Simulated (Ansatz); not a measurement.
# Computed properties of Cs

Cs:
```xyz
1
Lattice="0.0000 3.9400 3.9400 3.9400 0.0000 3.9400 3.9400 3.9400 0.0000" Properties=species:S:1:pos:R:3 pbc="T T T"
Cs     0.0000     0.0000     0.0000
```

Space group Fm-3m (No. 225), fcc (Cu type); conventional cell a = b = c = 7.8801 Å, α = β = γ = 90.00°.

Method: DFT-r²SCAN+D4 in the program Ansatz with PAW potentials. Geometry: relaxed at this level of theory. Other levels are named where they apply.

### Cell and energy

```
Item                  Value
---------------  ----------
Volume per atom   122.33 Å³
Density          1.80 g/cm³
```

### Electronic structure

```
Item                                                                       Result
------------------------------------  -------------------------------------------
Electronic character                                            metallic (no gap)
Density of states at the Fermi level  1.2 states/eV per atom (mean over ±0.08 eV)
```

The workflow started from a Materials Project entry (that database holds measured and hypothetical structures alike); the Crystallography Open Database files this formula in space group No. 225, but the cells were not matched. It is not the phase usual at ambient conditions (space group No. 229). Symmetry was held in the r²SCAN+D4 relaxation; whether a distortion lowers the energy is not shown. The pairwise dispersion correction was not fitted to metals. Scalar-relativistic: spin–orbit coupling is off unless named, which matters more the heavier the elements.

Potentials: the later of the program's two PAW sets.
